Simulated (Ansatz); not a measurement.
Hf$_{2}$C:
```cif
data_C2Hf4
_chemical_formula_sum 'Hf4 C2'
_space_group_name_H-M_alt 'P 1'
_space_group_IT_number 1
_cell_length_a 3.58416
_cell_length_b 3.58416
_cell_length_c 6.79472
_cell_angle_alpha 90.000
_cell_angle_beta 90.000
_cell_angle_gamma 90.000
loop_
_space_group_symop_operation_xyz
  'x, y, z'
loop_
_atom_site_label
_atom_site_type_symbol
_atom_site_fract_x
_atom_site_fract_y
_atom_site_fract_z
_atom_site_occupancy
Hf1 Hf 0.00000 0.00000 0.00000 1
Hf2 Hf 0.50000 0.50000 0.00000 1
Hf3 Hf 0.50000 0.00000 0.36920 1
Hf4 Hf 0.00000 0.50000 0.63080 1
C1 C 0.50000 0.00000 0.72918 1
C2 C 0.00000 0.50000 0.27082 1
```

Relaxed with PBEsol.

Q: Decompose the optical modes at the zone centre into irreducible representations, and say which are infrared and Raman allowed.

A: Point group 4/mmm: Γ_opt = 2A1g + 2A2u + B1g + 3Eg + 2Eu. Infrared: A2u, Eu. Raman: A1g, B1g, Eg.

Q: Assign frequencies (DFPT, PBEsol (plane waves, PAW; program Ansatz)).

A: Eu 89, B1g 90, Eg 127, A2u 167, A1g 184, Eg 235, Eu 240, Eg 282, A1g 415, A2u 417 cm⁻¹.

Subscripts of B labels follow the axes of the standard setting.

Space group P4/nmm. A made-up cell: these elements were put on the sites of a structure type; neither database checked (COD, Materials Project) lists it. Whether it is the stable phase at ambient conditions was not checked. The cell was relaxed with PBEsol under the symmetry of its start; whether a distortion lowers the energy is not shown. The run is not spin-polarised. As this level gives no gap, phonon frequencies hold no LO–TO term and depend on the k-mesh and smearing (Fermi–Dirac, 0.1 eV here). Spin–orbit coupling is left out wherever it is not named.

Potentials: the earlier of the program's two PAW sets. The files were generated under PBE; for other functionals the program regenerates the frozen cores, and for LDA and PBEsol the local potential too.
